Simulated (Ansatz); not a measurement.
CsPbBr₃:
```cif
data_Br3CsPb
_chemical_formula_sum 'Cs1 Pb1 Br3'
_space_group_name_H-M_alt 'P 1'
_space_group_IT_number 1
_cell_length_a 5.93406
_cell_length_b 5.93406
_cell_length_c 5.93406
_cell_angle_alpha 90.000
_cell_angle_beta 90.000
_cell_angle_gamma 90.000
loop_
_space_group_symop_operation_xyz
  'x, y, z'
loop_
_atom_site_label
_atom_site_type_symbol
_atom_site_fract_x
_atom_site_fract_y
_atom_site_fract_z
_atom_site_occupancy
Cs1 Cs 0.00000 0.00000 0.00000 1
Pb1 Pb 0.50000 0.50000 0.50000 1
Br1 Br 0.00000 0.50000 0.50000 1
Br2 Br 0.50000 0.50000 0.00000 1
Br3 Br 0.50000 0.00000 0.50000 1
```

Relaxed with r²SCAN. 

Task: HSE06 on this cell (Ansatz, a quantum-chemistry and plane-wave program, PAW) gives a gap of 2.22 eV. What does r²SCAN give?

Result: 2.03 eV.

Cost on shared cores: the r²SCAN run (SCF on a 5×5×5 mesh, then bands and DOS) around 40 core-seconds (rough), the HSE06 run (SCF on 3×3×3, then a few points) very roughly 80 core-seconds; the tasks are unlike.

Space group Pm-3m (cubic perovskite). This is a known high-temperature phase of the composition, computed here at zero pressure and temperature. The cell was relaxed with r²SCAN under the symmetry of its start; whether a distortion lowers the energy is not shown. Spin–orbit coupling is left out wherever it is not named.

Potentials: the later of the program's two PAW sets.

Ansatz is a plane-wave DFT program.
